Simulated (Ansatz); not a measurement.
Trial structure of Sn4F, not yet relaxed:

```xyz
5
Lattice="5.2906 0.0000 0.0000 0.0000 5.2906 0.0000 0.0000 0.0000 5.2906" Properties=species:S:1:pos:R:3 pbc="T T T"
Sn    0.0000    2.6453    2.6453
Sn    2.6453    0.0000    2.6453
Sn    2.6453    2.6453    0.0000
Sn    0.0000    0.0000    0.0000
F     2.6453    2.6453    2.6453
```

Computed with Ansatz, DFT PBE, scalar-relativistic, plane waves, PAW. Plane waves to 420 eV, a k mesh through Γ of 4×4×4 on the computed 5-atom cell and Gaussian smearing (0.10 eV); no spin polarisation.

The zero of energy is the elements' standard structures at the same level (F₂ as a molecule); no fitted shifts are applied. The references include grey tin.

Problem. Estimate its pressure, forces and energy as it stands.

Solution. The pressure is -4.9 GPa (it wants to contract), the largest force is 0.00 eV/Å (symmetry fixes the atoms), and the energy is −0.30 eV/atom against the elements. The shortest distance is 2.65 Å.

Problem. Is it a good guess?

Solution. A fair one: relaxing gains under 0.1 eV/atom (the start's value is from the coarse mesh, so the gain is rough) in 7 ionic steps and ends at −0.34 eV/atom on the finer mesh. The symmetry stays Pm-3m (No. 221). The volume per atom shrinks by 12.5 %, from 29.6 to 25.9 Å³. The shortest distance goes from 2.65 Å (Sn–F) to 2.53 Å (Sn–F). Conventional cell: a = 5.060 Å. Sn on a site of symmetry 4/mmm is surrounded by 2 F at 2.53 Å and 12 Sn at 3.58 Å; around Sn on a site of symmetry m-3m lie 12 Sn at 3.58 Å; around F lie 6 Sn at 2.53 Å.

The last run used an 8×8×8 mesh for its 5-atom cell and Gaussian smearing of 0.10 eV. The cell is a metal run without spin; a magnetic state may lie lower. The relaxation can't lower the symmetry of the start, and the grade says only how near the guess is to its own end. Symmetry constrained the relaxation, so the result can be a saddle point.
